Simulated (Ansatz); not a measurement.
## Si3N4: Field gradients at the nuclei

The cell is a computed structure from the Materials Project (it need not be an observed phase), taken as it stands.

```cif
data_Si3N4
_symmetry_space_group_name_H-M 'P6_3/m'
_symmetry_Int_Tables_number 176
_cell_length_a 7.6045
_cell_length_b 7.6045
_cell_length_c 2.9052
_cell_angle_alpha 90.000
_cell_angle_beta 90.000
_cell_angle_gamma 120.000
loop_
_atom_site_label
_atom_site_type_symbol
_atom_site_symmetry_multiplicity
_atom_site_Wyckoff_symbol
_atom_site_fract_x
_atom_site_fract_y
_atom_site_fract_z
Si Si 6 h 0.2311 0.8249 0.7500
N7 N 2 d 0.3333 0.6667 0.7500
N9 N 6 h 0.9692 0.6699 0.7500
```

One atom of each set is listed.

Method: Kohn–Sham DFT in Ansatz, LDA, plane waves and PAW, scalar-relativistic, 420 eV cutoff, Γ-centred 4×4×10 k-points, Fermi–Dirac smearing 0.02 eV.

C_Q = eQV_zz/h, which is 24.18 MHz for Q = 1 b and V_zz = 10²¹ V/m²; η = (V_xx − V_yy)/V_zz.

14N: I = 1, Q = 20.44 mb. Quadrupole moments are those of Pyykkö's year-2017 table.

Task: What field gradients does the calculation give at each kind of site?

Result: 

```csv
site,atoms,first shell,V_zz (10²¹ V/m²),η,C_Q (MHz)
Si,6,4 N at 1.73–1.74 Å,0.95,0.49,–
N7,2,3 Si at 1.73 Å,-4.72,0.00,-2.33
N9,6,3 Si at 1.73–1.74 Å,-4.76,0.07,-2.35
```

An axis of threefold or higher order runs through N7, so V_zz lies along it and η is zero. At N9 V_zz stands upright on the plane through its three neighbours (within 4°).

Si has no stable isotope with a ground-state quadrupole moment in the table, so no C_Q is given.

Hardware: 1 thread of Arm Neoverse V1 (aarch64; 8 cores open to the job, memory cap 2.5 GiB, no GPU), a shared host with a load of 0.4 a core. Wall time 16 s, CPU time 16 s, peak memory 0.43 GiB.
